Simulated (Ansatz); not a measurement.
What DFT gives for LuV2Ge2

```
CELL_PARAMETERS angstrom
4.11865 0.00000 0.00000
-2.05932 3.56686 0.00000
0.00000 0.00000 6.54924
ATOMIC_POSITIONS crystal
V 0.33330 0.66670 0.64150
V 0.66670 0.33330 0.35850
Lu 0.00000 0.00000 0.00000
Ge 0.33330 0.66670 0.25137
Ge 0.66670 0.33330 0.74863
```

Single point in Ansatz 0.2.0 with PBE, no spin polarisation. Cutoff 420 eV, PAW datasets, 9×9×5 Γ-centred k mesh, fermi-dirac filling (width 0.1 eV).

Question: Is it stable against the elements?

Answer: -0.14 eV an atom against the elements' usual phases (free molecules for gases, crystals otherwise, with no correction for O₂ or N₂), so it is bound against them; other compounds may still compete. Relaxing would lower it.

Question: What does the stress say?

Answer: The pressure is -0.7 GPa (compression positive), so with the atoms held at these fractions the cell would first shrink; the forces are large, so a full relaxation may end otherwise. The principal stresses -1.9, -1.9, 1.6 GPa differ, so its shape would change too.

Question: Which atom feels the largest force, and which way?

Answer: The largest is on V2 (and as large on other atoms): 1.10 eV/Å, components (0.00, 0.00, 1.10). It makes 106° with the line to a nearest neighbour, Ge4 at 2.48 Å.

Question: Metal or insulator?

Answer: It is a metal, with about 4.4 states/eV a cell as the mean within 0.25 eV of the Fermi level, mostly V d (75 %) and Lu d (14 %).

Origin: a known structure type with other elements, at an estimated volume, so it need not be a known compound. Caveats: no spin polarisation, so a magnetic state may lie lower.
